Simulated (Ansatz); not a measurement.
# Yb (dhcp): energy against volume

Computed with DFT, LDA (PW92), plane waves (420 eV) with PAW, scalar-relativistic in Ansatz 0.2.0. The PAW files were generated under PBE, with cores re-solved for the functional.

The cell is scaled uniformly from the relaxed one, with fractional coordinates and shape fixed. Energies are extrapolated to zero smearing, pressures are those at the given smearing. Magnetic state: spin not included.

A Birch-Murnaghan fit gives V₀ = 29.57 Å³/atom, B₀ = 24 GPa, B₀′ = 3.6.

What are the energy above the minimum and the pressure at 26.100 Å³/atom?

37.4 meV/atom and 3.95 GPa as computed.

What are the energy above the minimum and the pressure at 28.473 Å³/atom?

3.3 meV/atom and 1.08 GPa as computed.

What are the energy above the minimum and the pressure at 30.845 Å³/atom?

4.0 meV/atom and -0.90 GPa as computed.
